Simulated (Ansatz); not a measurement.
SrRhN:
```
CELL_PARAMETERS angstrom
      9.23513     0.00000     0.00000
      0.00000    13.87852     0.00000
      0.00000     0.00000     5.37473
ATOMIC_POSITIONS crystal
  Sr 0.48430 0.75000 0.50258
  Sr 0.51570 0.25000 0.49742
  Sr 0.01570 0.25000 0.00258
  Sr 0.98430 0.75000 0.99742
  Sr 0.33738 0.41051 0.98264
  Sr 0.66262 0.58949 0.01736
  Sr 0.16262 0.58949 0.48264
  Sr 0.83738 0.41051 0.51736
  Sr 0.83738 0.08949 0.51736
  Sr 0.16262 0.91051 0.48264
  Sr 0.66262 0.91051 0.01736
  Sr 0.33738 0.08949 0.98264
  Rh 0.17363 0.15726 0.48208
  Rh 0.82637 0.84274 0.51792
  Rh 0.32637 0.84274 0.98208
  Rh 0.67363 0.15726 0.01792
  Rh 0.67363 0.34274 0.01792
  Rh 0.32637 0.65726 0.98208
  Rh 0.82637 0.65726 0.51792
  Rh 0.17363 0.34274 0.48208
  Rh 0.00000 0.00000 0.00000
  Rh 0.50000 0.00000 0.50000
  Rh 0.50000 0.50000 0.50000
  Rh 0.00000 0.50000 0.00000
  N  0.74407 0.75000 0.27881
  N  0.25593 0.25000 0.72119
  N  0.75593 0.25000 0.77881
  N  0.24407 0.75000 0.22119
  N  0.08716 0.42402 0.24411
  N  0.91284 0.57598 0.75589
  N  0.41284 0.57598 0.74411
  N  0.58716 0.42402 0.25589
  N  0.58716 0.07598 0.25589
  N  0.41284 0.92402 0.74411
  N  0.91284 0.92402 0.75589
  N  0.08716 0.07598 0.24411
```

Relaxed with PBE. Special points in fractions of this cell's reciprocal vectors: Γ (0.000, 0.000, 0.000); X (0.500, 0.000, 0.000); S (0.500, 0.500, 0.000); Y (0.000, 0.500, 0.000); Z (0.000, 0.000, 0.500); U (0.500, 0.000, 0.500); R (0.500, 0.500, 0.500); T (0.000, 0.500, 0.500).

**Question.** List the band energies nearest the Fermi level at these points for DFT-PBE in the program Ansatz with PAW potentials.

**Answer.** In eV from the Fermi level; about four levels below and three above (degenerate sets whole), none deeper than 8.9 eV; points with the same levels are listed once.

```json
[
 {"k": "Γ", "below": "-0.38 -0.30 -0.30 -0.17", "above": "0.16 0.27 0.29"},
 {"k": "X", "below": "-0.33 -0.33 -0.02 -0.02", "above": "0.11 0.11 0.56 0.56"},
 {"k": "S", "below": "-0.18 -0.18 -0.18 -0.18", "above": "0.12 0.12 0.12 0.12"},
 {"k": "Y", "below": "-0.15 -0.15 -0.07 -0.07", "above": "0.12 0.12 0.22 0.22"},
 {"k": "Z", "below": "-0.35 -0.35 -0.26 -0.26", "above": "0.15 0.15 0.59 0.59"},
 {"k": "U", "below": "-0.38 -0.38 -0.07 -0.07", "above": "0.22 0.22 0.67 0.67"},
 {"k": "R", "below": "-0.10 -0.10 -0.10 -0.10", "above": "0.27 0.27 0.27 0.27"},
 {"k": "T", "below": "-0.23 -0.23 -0.20 -0.20", "above": "0.04 0.04 0.35 0.35"}
]
```

Space group Pnma. The start of the workflow was typed in or built on a structure type; neither database checked (COD, Materials Project) lists it. Its standing as an ambient phase is unchecked. Symmetry was held in the PBE relaxation; its stability against distortions is not shown here. The workflow began spin-polarised and lost its moments. The volume moved by -20 % from the start of the relaxation. Spin–orbit coupling is left out wherever it is not named.

Potentials: the later of the program's two PAW sets.
